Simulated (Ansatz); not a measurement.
Data:

Ta:
```cif
data_Ta2
_chemical_formula_sum 'Ta2'
_space_group_name_H-M_alt 'P63/mmc'
_space_group_IT_number 194
_space_group_name_Hall '-P 6c 2c'
_cell_length_a 2.84022
_cell_length_b 2.84022
_cell_length_c 5.05694
_cell_angle_alpha 90.000
_cell_angle_beta 90.000
_cell_angle_gamma 120.000
loop_
_atom_site_label
_atom_site_type_symbol
_atom_site_symmetry_multiplicity
_atom_site_Wyckoff_symbol
_atom_site_fract_x
_atom_site_fract_y
_atom_site_fract_z
_atom_site_occupancy
Ta1 Ta 2 c 0.33333 0.66667 0.25000 1
```

This is the LDA-relaxed structure.

Task: All from LDA in the plane-wave PAW code Ansatz, unless another level is named. Give the bulk modulus (Birch–Murnaghan fit).

Result: 208 GPa.

Task: Predict the highest zone-centre frequency.

Result: 195 cm⁻¹.

Space group P6_3/mmc (hcp (Mg type)). The first step of the workflow began from a Materials Project structure, measured or hypothetical; the Crystallography Open Database copy checked does not list it. It is not the phase usual at ambient conditions (space group No. 229). The LDA relaxation kept the symmetry of its start. At this level the phase is dynamically unstable (imaginary phonons). No spin polarisation was allowed. As this level gives no gap, phonon frequencies hold no LO–TO term and depend on the k-mesh and smearing (Fermi–Dirac, 0.1 eV here). On the denser mesh and wider smearing of the elastic run this cell carries a stress of 0.5 GPa. Scalar-relativistic: spin–orbit coupling is off unless named, which matters more the heavier the elements.

Potentials: the later of the program's two PAW sets.
